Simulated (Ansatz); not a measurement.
NiGe:
```yaml
crystal:
  lattice:
    - [5.37763, 0.00000, 0.00000]
    - [0.00000, 3.49743, 0.00000]
    - [0.00000, 0.00000, 5.84024]
  atoms:
    - { symbol: Ni, position: [0.50579, 0.25000, 0.69090] }
    - { symbol: Ni, position: [0.49421, 0.75000, 0.30910] }
    - { symbol: Ni, position: [0.99421, 0.75000, 0.19090] }
    - { symbol: Ni, position: [0.00579, 0.25000, 0.80910] }
    - { symbol: Ge, position: [0.69023, 0.25000, 0.08836] }
    - { symbol: Ge, position: [0.30977, 0.75000, 0.91164] }
    - { symbol: Ge, position: [0.80977, 0.75000, 0.58836] }
    - { symbol: Ge, position: [0.19023, 0.25000, 0.41164] }
```

This is the PBE-relaxed structure.

Problem. All from DFT-PBE in the program Ansatz with PAW potentials, unless another level is named. Predict the electronic character.

Solution. metallic (no gap).

Problem. What about the density of states at the Fermi level?

Solution. 0.34 states/eV per atom (mean over ±0.08 eV).

Problem. Predict the formation energy from the elements (no fitted shifts).

Solution. -0.30 eV/atom.

Problem. Predict the gap with spin–orbit coupling.

Solution. none (metallic).

Space group Pnma. The PBE relaxation kept the symmetry of its start. No spin polarisation was allowed. The references are the lowest solids computed at this level, not always the standard phases. Spin–orbit coupling is left out wherever it is not named.

Potentials: the earlier of the program's two PAW sets.
